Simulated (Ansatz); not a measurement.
One crystal and one scan (energy against volume) at two levels, PBE (plane waves to 420 eV, PAW, scalar-relativistic; Ansatz, a program for electronic structure) and r2SCAN (plane waves to 500 eV, PAW, scalar-relativistic; Ansatz), each from its own relaxed cell and on its own mesh. The cell shown is that of PBE.

Sc (hcp, Mg type)

```
Sc
1.0
    3.31943     0.00000     0.00000
   -1.65971     2.87471     0.00000
    0.00000     0.00000     5.16637
Sc
2
Direct
  0.33333   0.66667   0.75000
  0.66667   0.33333   0.25000
```

The volume is varied about the relaxed value V₀ at fixed cell shape. Symmetry pins the atoms to their sites.

E stands for the smeared free energy. Sc is run without spin polarisation. Sc was relaxed with its symmetry unable to fall. With the shape held, the modulus is that of even scaling; a crystal free to change shape is softer. Percentages come from the unrounded values. Both scans cover V/V₀ from 0.940 to 1.060.

Results of PBE:

```
Property                                                                     Value
---------------------------------------------------------------------------  -----
Lattice constant a (Å)                                                       3.319
Lattice constant c (Å)                                                       5.166
Relaxed volume (Å³/atom)                                                     24.65
Bulk modulus at fixed cell shape B₀ (third-order Birch-Murnaghan fit) (GPa)   54.3
```

Problem. What does r2SCAN give for the same quantities?

Solution. 
```
quantity                                                                     r2SCAN     PBE − r2SCAN
---------------------------------------------------------------------------  ------  ---------------
Lattice constant a (Å)                                                        3.329  -0.010 (-0.3 %)
Lattice constant c (Å)                                                        5.192  -0.026 (-0.5 %)
Relaxed volume (Å³/atom)                                                      24.92   -0.27 (-1.1 %)
Bulk modulus at fixed cell shape B₀ (third-order Birch-Murnaghan fit) (GPa)    55.2    -0.9 (-1.7 %)
```

PBE gives the lower value for: lattice constant a; lattice constant c; relaxed volume; bulk modulus at fixed cell shape B₀. Neither level is exact: the differences show how much the result hangs on the functional.

(A scan under strain: stresses follow from slopes of the energy per volume, elastic moduli from its curvatures.)
